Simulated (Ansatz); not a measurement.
AlCu (CsCl type, Pm-3m) at seven volumes, DFT-r²SCAN in the program Ansatz with PAW potentials, scaled uniformly. One row is withheld.

```tsv
V (Å³/atom)	P (GPa)
11.761	15.56
12.149	9.47
12.537	?
12.925	0.00
13.312	-3.66
13.700	-6.75
14.088	-9.38
```

Fit the shown pressures and predict the withheld one.

Third-order Birch–Murnaghan: P = (3/2)B₀(x^(7/2) − x^(5/2))[1 + (3/4)(B′ − 4)(x − 1)] with x = (V₀/V)^(2/3). Least squares on the six rows gives V₀ = 12.925 Å³/atom, B₀ = 132.6 GPa, B′ = 4.60. At V = 12.537, x = 1.0205 and P = 4.34 GPa. The run itself gave 4.34 GPa.

The first step of the workflow began from a Materials Project structure, measured or hypothetical; the Crystallography Open Database copy checked does not list it. COD files the formula under space group No. 12. Its standing as an ambient phase is unchecked. The cell was relaxed with r²SCAN under the symmetry of its start. At this level the phase is mechanically unstable. No spin polarisation was allowed.

Potentials: the later of the program's two PAW sets.
